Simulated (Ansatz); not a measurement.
Level of theory: DFT PBE, scalar-relativistic, plane waves, PAW in Ansatz. All cells share a 420 eV cutoff and Γ-centred k meshes spaced at most about 0.3 Å⁻¹ (2π included). No spin polarisation in the final relaxations.

Temperature and zero-point effects are left out.

Two forms of Hf2ZrSe6 were relaxed alike.

A. Space group P-3m1 (No. 164), trigonal, a = 3.781 Å, c = 20.990 Å. Around Zr lie 6 Se at 2.70 Å; Hf has 6 Se at 2.69 Å; Se on its first site is surrounded by 3 Hf at 2.69 Å; Se on its second site is surrounded by 3 Hf at 2.69 Å; Se on its third site is surrounded by 3 Zr at 2.70 Å.

B. Space group R-3 (No. 148), trigonal, a = 6.550 Å, c = 20.992 Å. Zr is surrounded by 6 Se at 2.71 Å and 6 Hf at 3.78 Å; Hf is surrounded by 6 Se at 2.69 Å, 3 Zr at 3.78 Å and 3 Hf at 3.78 Å; Se has 2 Hf at 2.69 Å and 1 Zr at 2.71 Å.

Question: Which arrangement of the elements on these sites is preferred, and by what margin?

Answer: They are level within the accuracy (under 1 meV/atom apart). The two share one framework of sites and differ in which element sits where. A has Zr and Hf ordered on cadmium iodide sites, space group P-3m1 (No. 164), 28.9 Å³/atom and a gap of 0.43 eV on its mesh; B has Zr and Hf ordered on cadmium iodide sites, space group R-3 (No. 148), 28.9 Å³/atom and a gap of 0.50 eV. Counting Se atoms around Hf and Zr (those within 1.25 times the shortest such distance or 1.15 times the sum of covalent radii, 1.27 where that leaves under three), A and B both have Hf 6, Zr 6. Both come from invented guesses.

No dispersion correction is applied, so the spacing and binding between layers, chains or molecules are poorly described (P-3m1, R-3), and this can change margins and order among such cells. Spin–orbit coupling, which can matter for Hf, is left out. Kohn–Sham gaps at this level usually fall short of measured ones. Cells relaxed within their symmetry can be saddle points.
